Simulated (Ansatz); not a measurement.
BPd$_{2}$:
```
CELL_PARAMETERS angstrom
      4.64390     0.00000     0.00000
      0.00000     5.05690     0.00000
      0.00000     0.00000     3.09109
ATOMIC_POSITIONS crystal
  B  0.50000 0.50000 0.50000
  B  0.00000 0.00000 0.00000
  Pd 0.75124 0.15541 0.50000
  Pd 0.24876 0.84459 0.50000
  Pd 0.25124 0.34459 0.00000
  Pd 0.74876 0.65541 0.00000
```

Relaxed with LDA. Special points in fractions of this cell's reciprocal vectors: Γ (0.000, 0.000, 0.000); X (0.500, 0.000, 0.000); S (0.500, 0.500, 0.000); Y (0.000, 0.500, 0.000); Z (0.000, 0.000, 0.500); U (0.500, 0.000, 0.500); R (0.500, 0.500, 0.500); T (0.000, 0.500, 0.500).

Question: List the band energies nearest the Fermi level at these points for DFT-LDA in the program Ansatz with PAW potentials.

Answer: In eV from the Fermi level; about four levels below and three above (degenerate sets whole), none deeper than 8.9 eV; points with the same levels are listed once.

```
k                          below                above
-  -----------------------------  -------------------
Γ  -1.83 -1.83 -1.76 -1.60 -0.12       0.72 1.63 2.62
X        -1.71 -1.71 -1.50 -1.50  2.38 2.38 5.10 5.10
S        -2.21 -2.21 -1.58 -1.58  4.36 4.36 5.51 5.51
Y        -2.69 -2.69 -2.03 -2.03  0.84 0.84 2.18 2.18
Z        -1.78 -1.78 -1.58 -1.58  1.56 1.56 1.66 1.66
U        -1.94 -1.94 -1.88 -1.88  0.07 0.07 2.94 2.94
R        -1.40 -1.40 -1.14 -1.14  2.02 2.02 2.05 2.05
T        -0.75 -0.75 -0.42 -0.42  1.97 1.97 2.41 2.41
```

Space group Pnnm. The workflow started from a Materials Project entry (that database holds measured and hypothetical structures alike); the Crystallography Open Database files this formula in space group No. 58, but the cells were not matched. Whether it is the stable phase at ambient conditions was not checked. Symmetry was held in the LDA relaxation; its stability against distortions is not shown here. No spin polarisation was allowed. Scalar-relativistic: spin–orbit coupling is off unless named, which matters more the heavier the elements.

Potentials: the later of the program's two PAW sets.
